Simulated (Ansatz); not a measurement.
ZrB: energy along a strain

ZrB, Fm-3m, a = 4.650 Å (as given, not relaxed at this level: 34.8 GPa). The structure is a COD entry; whether it is the stable form wasn't checked. Ansatz: PBE, PAW, 420 eV, Γ-centred 18×18×18 mesh on 2 atoms, Gaussian smearing 0.15 eV; no spin polarisation. Cell vectors (Å): 0.000 2.325 2.325; 2.325 0.000 2.325; 2.325 2.325 0.000. The cell is strained by x per cent times the pattern (0 0 0 1 0 0) in the order xx yy zz yz xz xy (engineering shears), with fractional coordinates held. y is the free energy over the start, V0 = 12.568 Å³/atom. Symmetry makes y even in x. Points with a strain past 8.5 % were computed too (2) and aren't used here.

| x (%) | y (meV/atom) |
| --- | --- |
| -5.00 | 7.53 |
| 0.00 | 0.00 |
| 2.50 | 1.86 |
| 3.75 | 4.22 |
| 6.25 | 11.76 |
| 7.50 | ? |

Task: Fit y = c2 x² + c4 x⁴ to the other rows, get the stiffness along the pattern, and predict the missing energy.

Result: Least squares on the rows shown. y = 0.29987 x² + 3.3155×10⁻⁵ x⁴. The clamped-ion stiffness p·C·p = 2 × 2.999 eV × 160.2 / 12.568 Å³ = 76 GPa, which is C44 in these axes (second derivative at the start, which stands under stress). At x = 7.50 the fit asked for gives 16.97 meV/atom. The run gave 16.81 meV/atom, so the fit is 0.16 meV/atom too high, 0.95 % of the span of the series, against an rms of 0.01 meV/atom on the fitted rows. The row lies outside the fitted range. With a term in x⁶ added, a fit to the same known rows predicts 16.75 meV/atom, so most of the miss is curvature that the known rows already hold.